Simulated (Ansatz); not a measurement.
Level of theory: DFT PBE, scalar-relativistic, plane waves, PAW in Ansatz. Settings: cutoff 420 eV, Γ-centred meshes spaced at most about 0.3 Å⁻¹ (2π included), Gaussian smearing. No spin polarisation in the final relaxations.

These are static total energies at zero pressure. All come from trial cells, and lower structures may exist.

Question: Order these relaxed structures of Mg2CdSe3 by energy, lowest first, with the energy over the lowest of them.
A.

```cif
data_structure
_symmetry_space_group_name_H-M 'P-3m1'
_symmetry_Int_Tables_number 164
_cell_length_a 3.9535
_cell_length_b 3.9535
_cell_length_c 9.6858
_cell_angle_alpha 90.000
_cell_angle_beta 90.000
_cell_angle_gamma 120.000
_cell_volume 131.11
loop_
_atom_site_label
_atom_site_type_symbol
_atom_site_symmetry_multiplicity
_atom_site_Wyckoff_symbol
_atom_site_fract_x
_atom_site_fract_y
_atom_site_fract_z
_atom_site_occupancy
Mg1 Mg 2 d 0.33333 0.66667 0.66281 1
Cd1 Cd 1 a 0.00000 0.00000 0.00000 1
Se1 Se 1 b 0.00000 0.00000 0.50000 1
Se2 Se 2 d 0.33333 0.66667 0.17581 1
```

B.

```cif
data_structure
_symmetry_space_group_name_H-M 'P3m1'
_symmetry_Int_Tables_number 156
_cell_length_a 4.2910
_cell_length_b 4.2910
_cell_length_c 10.4817
_cell_angle_alpha 90.000
_cell_angle_beta 90.000
_cell_angle_gamma 120.000
_cell_volume 167.14
loop_
_atom_site_label
_atom_site_type_symbol
_atom_site_symmetry_multiplicity
_atom_site_Wyckoff_symbol
_atom_site_fract_x
_atom_site_fract_y
_atom_site_fract_z
_atom_site_occupancy
Mg1 Mg 1 c 0.66667 0.33333 0.33520 1
Mg2 Mg 1 b 0.33333 0.66667 0.66203 1
Cd1 Cd 1 a 0.00000 0.00000 0.00226 1
Se1 Se 1 a 0.00000 0.00000 0.25764 1
Se2 Se 1 c 0.66667 0.33333 0.58323 1
Se3 Se 1 b 0.33333 0.66667 0.90963 1
```

Answer: B (0 meV/atom), A (68 meV/atom). Forms: B Mg and Cd ordered on zinc blende sites, P3m1; A Mg and Cd ordered on rock salt sites, P-3m1. Counting Se atoms around Cd and Mg (those within 1.25 times the shortest such distance or 1.15 times the sum of covalent radii, 1.27 where that leaves under three): B has Mg 4, Cd 4; A has Mg 6, Cd 6.

Some structure types and database cells were kept out of the candidates from the start, so a known form may be missing.
